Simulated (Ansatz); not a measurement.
HfN:
```xyz
6
Lattice="4.4046 0.0000 0.0000 0.0000 4.4046 0.0000 0.0000 0.0000 4.4046" Properties=species:S:1:pos:R:3 pbc="T T T"
Hf     0.0000     2.2023     2.2023
Hf     2.2023     0.0000     2.2023
Hf     2.2023     2.2023     0.0000
N      2.2023     0.0000     0.0000
N      0.0000     2.2023     0.0000
N      0.0000     0.0000     2.2023
```

Relaxed with r²SCAN. Special points in fractions of this cell's reciprocal vectors: Γ (0.000, 0.000, 0.000); X (0.000, 0.500, 0.000); M (0.500, 0.500, 0.000); R (0.500, 0.500, 0.500).

Question: List the band energies nearest the Fermi level at these points for r²SCAN (plane waves, PAW; program Ansatz).

Answer: In eV from the Fermi level; about four levels below and three above (degenerate sets whole), none deeper than 8.9 eV; points with the same levels are listed once.

```
k                                below                above
-  -----------------------------------  -------------------
Γ  -0.97 -0.97 -0.97 -0.01 -0.01 -0.01       3.89 3.89 3.89
X              -1.18 -0.95 -0.95 -0.58       1.60 1.60 1.73
M              -2.35 -2.35 -1.63 -0.11       0.52 0.54 0.54
R        -0.15 -0.15 -0.04 -0.04 -0.04  0.34 5.86 5.86 5.86
```

Space group Pm-3m. The start of the workflow was typed in or built on a structure type; neither database checked (COD, Materials Project) lists it. It is not the phase usual at ambient conditions (space group No. 225). Symmetry was held in the r²SCAN relaxation; its stability against distortions is not shown here. No spin polarisation was allowed. With an odd number of electrons in the cell and no spin polarisation, the count alone makes it a metal. Spin–orbit coupling is left out wherever it is not named.

Potentials: the earlier of the program's two PAW sets.
